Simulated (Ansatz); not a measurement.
NbAg in space group Pmma (No. 51; Ag on 2e, Nb on 2f) at seven volumes, PBEsol (plane waves, PAW; program Ansatz), shape and atoms relaxed at each. One row is withheld.

```csv
V (Å³/atom),P (GPa)
15.370,19.48
15.877,11.83
16.383,5.40
16.890,-0.01
17.397,?
17.903,-8.31
18.410,-11.44
```

**Question.** Fit the shown pressures and predict the withheld one.

**Answer.** Third-order Birch–Murnaghan: P = (3/2)B₀(x^(7/2) − x^(5/2))[1 + (3/4)(B′ − 4)(x − 1)] with x = (V₀/V)^(2/3). Least squares on the six rows gives V₀ = 16.890 Å³/atom, B₀ = 164.1 GPa, B′ = 4.88. At V = 17.397, x = 0.9805 and P = -4.52 GPa. The run itself gave -4.53 GPa.

The start of the workflow was typed in or built on a structure type; neither database checked (COD, Materials Project) lists it. Whether it is the stable phase at ambient conditions was not checked. The cell was relaxed with PBEsol under the symmetry of its start; phonons show weakly imaginary modes. The run is not spin-polarised. Its formation energy is positive at this level, so the cell may be metastable or incomplete.

Potentials: the later of the program's two PAW sets.
